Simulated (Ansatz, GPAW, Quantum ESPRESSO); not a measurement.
**NbSi: energy against volume and a worked fit**

Symmetry: Fm-3m, No. 225, cubic system. Conventional cell: a = 5.148 Å, b = 5.148 Å, c = 5.148 Å, α = 90.00°, β = 90.00°, γ = 90.00°. Around Nb (site symmetry m-3m) lie 6 Si at 2.57 Å. Si (site symmetry m-3m) is surrounded by 6 Nb at 2.57 Å.

The cell comes from a database or a generator and needn't be the stable form of this composition.

The cell was scaled at fixed shape and fractions and run with GPAW, PAW data sets generated for this functional, cutoff 600 eV; PBE, k mesh 9 × 9 × 9 on the cell of 2 atoms, fermi-dirac occupations of 0.05 eV, no spin polarisation, no spin-orbit coupling. Energies are those that the program minimises, any entropy of the smearing included. For a metal such a mesh isn't converged to the digits shown.

```csv
V (Å³/atom),energy over the lowest row (meV/atom)
16.0276,31.94
16.3686,?
16.7096,3.29
17.0506,0.00
17.3916,3.15
17.7326,12.14
18.0736,26.40
```

Q: Fit the third-order Birch-Murnaghan form, give V0, B0 and B′, and predict the energy left open.

A: With y = (V0/V)^(2/3), E = E0 + (9 V0 B0/16) [(y - 1)³ B′ + (y - 1)² (6 - 4y)]. Least squares through the rows shown give V0 = 17.0485 Å³/atom, E0 = 0.00 meV, B0 = 151.2 GPa (1 eV/Å³ = 160.218 GPa) and B′ = 3.96, with a largest miss of 0.00 meV. At V = 16.3686 the form with these constants gives 13.68 meV; the run gave 13.69 meV an atom. Other set-ups at this level, from all their volumes (Å³/atom, GPa): Ansatz, Ansatz PAW (earlier soft set): V0 17.050, B0 150.4; GPAW, GPAW PAW data sets (gpaw-data 1.2.1), other valence: V0 17.287, B0 154; Quantum ESPRESSO, SSSP 1.3 efficiency PBE: V0 17.055, B0 150.2.
